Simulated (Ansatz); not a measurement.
BaTiHO$_{2}$:
```cif
data_HBaO2Ti
_chemical_formula_sum 'Ba1 Ti1 O2 H1'
_space_group_name_H-M_alt 'P4/mmm'
_space_group_IT_number 123
_space_group_name_Hall '-P 4 2'
_cell_length_a 4.04750
_cell_length_b 4.04750
_cell_length_c 3.98117
_cell_angle_alpha 90.000
_cell_angle_beta 90.000
_cell_angle_gamma 90.000
loop_
_atom_site_label
_atom_site_type_symbol
_atom_site_symmetry_multiplicity
_atom_site_Wyckoff_symbol
_atom_site_fract_x
_atom_site_fract_y
_atom_site_fract_z
_atom_site_occupancy
Ba1 Ba 1 d 0.50000 0.50000 0.50000 1
Ti1 Ti 1 a 0.00000 0.00000 0.00000 1
O1 O 2 f 0.00000 0.50000 0.00000 1
H1 H 1 b 0.00000 0.00000 0.50000 1
```
The run is spin-polarised.

Relaxed at zero pressure with PBE (plane waves, PAW; program Ansatz).

Q: The volume is raised by 6 % and shape and atoms relax at that volume. What pressure results, and how do the axes share the change?

A: -5.7 GPa; a 1.4 %, b 1.4 %, c 3.1 %; the energy rises by 15 meV/atom.

Q: Give the new structure.

A: 
Space group P4/mmm (No. 123); a = b = 4.1041 Å, c = 4.1045 Å, α = β = γ = 90.00°

```tsv
atom	site	symmetry	x	y	z
Ba	1d	4/mmm	0.5000	0.5000	0.5000
Ti	1a	4/mmm	0.0000	0.0000	0.0000
O	2f	mmm.	0.0000	0.5000	0.0000
H	1b	4/mmm	0.0000	0.0000	0.5000
```

The phase is kept; no other phase was compared at this pressure.

The start of the workflow was typed in or built on a structure type; neither database checked (COD, Materials Project) lists it. Its standing as an ambient phase is unchecked. The cell was relaxed with PBE under the symmetry of its start; whether a distortion lowers the energy is not shown. Spin order of the final state: ferromagnetic, chosen from 2 collinear starts compared on coarse meshes (ties went to the first, and starts can fall back to one state), not a proven ground state. No Hubbard U is applied. Scalar-relativistic: spin–orbit coupling is off unless named, which matters more the heavier the elements.

Potentials: the later of the program's two PAW sets.
